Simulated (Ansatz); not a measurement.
Q: Each is relaxed and computed with LDA in the plane-wave PAW code Ansatz. Which is the only one with a gap?
(A) NbP, CsCl type
(B) SnPS3, R-3 (Sn on 6c, P on 6c, S on 18f)
(C) PIr2, fluorite or antifluorite type
(D) TaP, P-6m2 (Ta on 1e, P on 1b)

A: B, SnPS3, R-3 (Sn on 6c, P on 6c, S on 18f). SnPS3: gap 1.25 eV (indirect); NbP: metal; PIr2: metal; TaP: metal. Constructed cells (a structure type filled with these elements, in neither database checked): NbP, CsCl type. Standing as an ambient phase not checked: SnPS3, R-3 (Sn on 6c, P on 6c, S on 18f); PIr2, fluorite or antifluorite type; TaP, P-6m2 (Ta on 1e, P on 1b). Weakly bound layers, chains or molecules computed without a dispersion correction, so cells and soft constants are ill determined: SnPS3, R-3 (Sn on 6c, P on 6c, S on 18f). All cells were relaxed under the symmetry of their starts (and spin orders); stability against distortions was not tested throughout. Rows with no word on spin ran without spin polarisation. Scalar-relativistic: spin–orbit coupling is off unless named, which matters more the heavier the elements.

Potentials: the later of the program's two PAW sets.
